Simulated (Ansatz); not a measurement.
An element in the sc structure gives these cold pressures by all-electron LAPW under LDA (Ansatz 0.2.0, scalar-relativistic, no spin polarisation).

```csv
V (Å³/atom),P (GPa)
83.71,0.02
79.53,0.19
71.16,0.67
62.78,1.47
54.41,2.74
46.04,4.28
37.67,6.90
33.48,8.93
```

**Question.** Which element is it?

**Answer.** Rb. Its zero-pressure volume in this structure is near 83.7 Å³/atom; the volume and the steepness of P(V) together point to it, though neighbours can come close. Other candidates weren't computed, and some may come near.
